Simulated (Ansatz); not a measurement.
**TaF3: a two-dimensional sheet**

The cell was found from a structure generator's guess, not taken from experiment.

All numbers below come from DFT PBE, scalar-relativistic, plane waves, PAW in Ansatz 0.2.0. Cutoff 420 eV; k points 18×12×1 on the computed 4-atom cell (Γ-centred); Gaussian smearing, width 0.10 eV; no spin polarisation.

Only a and b repeat, and vacuum parts the sheet from its images along c.

```yaml
crystal:
  periodic: [true, true, false]
  lattice:
    - [2.66421, 0.00000, 0.00000]
    - [0.00000, 4.13899, 0.00000]
    - [0.00000, 0.00000, 30.33139]
  atoms:
    - { symbol: Ta, position: [0.00000, 0.00000, 0.28024] }
    - { symbol: F, position: [0.00000, 0.50000, 0.28024] }
    - { symbol: F, position: [0.50000, 0.00000, 0.33400] }
    - { symbol: F, position: [0.50000, 0.00000, 0.22648] }
```

The zero of energy is the elements' standard structures at the same level (F₂ as a molecule); no fitted shifts are applied.

```yaml
Layer_group: pmmm (No. 37)
In-plane_cell: a = 2.664 Å, b = 4.139 Å, γ = 90.0°
Area_per_atom: 2.76 Å²
Thickness_between_the_outermost_nuclei: 3.26 Å
Energy_over_the_elements: −2.55 eV/atom
Band_gap_over_mesh_and_path: none (metal or semimetal)
Density_of_states_at_the_Fermi_level: 1.4 states/eV per cell
Löwdin_character_within_0.5_eV_of_the_Fermi_level: Ta 5d 85 %, F 2p 12 %
Bader_charges_e: Ta1 2.10, F2 -0.73, F3 -0.69, F4 -0.69
```

Levels along Γ–X–S–Y–Γ, in eV from the Fermi level, sorted by energy at each point. Points in fractions of the primitive reciprocal vectors: Γ (0.000 0.000 0.000), X (0.500 0.000 0.000), S (0.500 0.500 0.000), Y (0.000 0.500 0.000).
```
point  k (1/Å, with 2π)  band 14  band 15  band 16  band 17  band 18  band 19  band 20
    Γ             0.000    -6.64    -6.59    -6.09    -2.83     0.41     1.40     2.32
    -             0.169    -6.65    -6.64    -6.28    -2.59     0.40     1.49     1.94
    -             0.337    -6.71    -6.66    -6.51    -1.88     0.34     1.07     1.74
    -             0.505    -6.98    -6.71    -6.55    -0.72     0.11     0.24     2.04
    -             0.674    -6.79    -6.78    -6.74    -0.72     0.12     0.80     2.33
    -             0.842    -6.93    -6.90    -6.58    -1.32    -0.01     2.41     2.60
    -             1.011    -7.00    -6.76    -6.44    -1.67    -0.10     2.70     3.42
    X             1.179    -7.04    -6.70    -6.39    -1.79    -0.14     2.75     3.44
    -             1.288    -7.00    -6.69    -6.39    -1.73    -0.09     2.91     3.45
    -             1.396    -6.91    -6.66    -6.41    -1.56     0.06     3.31     3.47
    -             1.504    -6.83    -6.59    -6.43    -1.31     0.27     3.50     3.71
    -             1.613    -6.80    -6.51    -6.45    -1.02     0.51     3.53     3.88
    -             1.721    -6.78    -6.47    -6.44    -0.73     0.72     3.56     3.94
    -             1.830    -6.77    -6.49    -6.40    -0.53     0.87     3.58     3.96
    S             1.938    -6.77    -6.49    -6.38    -0.45     0.93     3.59     3.97
    -             2.107    -6.84    -6.47    -6.39    -0.35     0.96     3.57     3.60
    -             2.275    -7.03    -6.44    -6.42    -0.06     1.03     2.39     3.55
    -             2.444    -6.86    -6.47    -6.42     0.42     0.76     1.14     3.56
    -             2.612    -6.62    -6.53    -6.41    -0.73     1.08     1.23     3.66
    -             2.780    -6.61    -6.56    -6.41    -1.85     1.31     1.87     3.85
    -             2.949    -6.68    -6.42    -6.30    -2.53     1.36     2.67     3.44
    Y             3.117    -6.81    -6.42    -6.12    -2.77     1.37     3.10     3.29
    -             3.226    -6.80    -6.44    -6.12    -2.77     1.32     3.06     3.21
    -             3.334    -6.77    -6.50    -6.11    -2.78     1.18     2.95     3.00
    -             3.443    -6.72    -6.60    -6.11    -2.79     0.97     2.73     2.79
    -             3.551    -6.73    -6.67    -6.11    -2.80     0.76     2.39     2.62
    -             3.660    -6.73    -6.63    -6.10    -2.81     0.58     1.95     2.47
    -             3.768    -6.66    -6.60    -6.09    -2.82     0.46     1.55     2.36
    Γ             3.876    -6.64    -6.59    -6.09    -2.83     0.41     1.40     2.32
```

The last run used an 18×12×1 mesh for its 4-atom cell and Gaussian smearing of 0.10 eV. Spin–orbit coupling, which can matter for Ta, is left out.
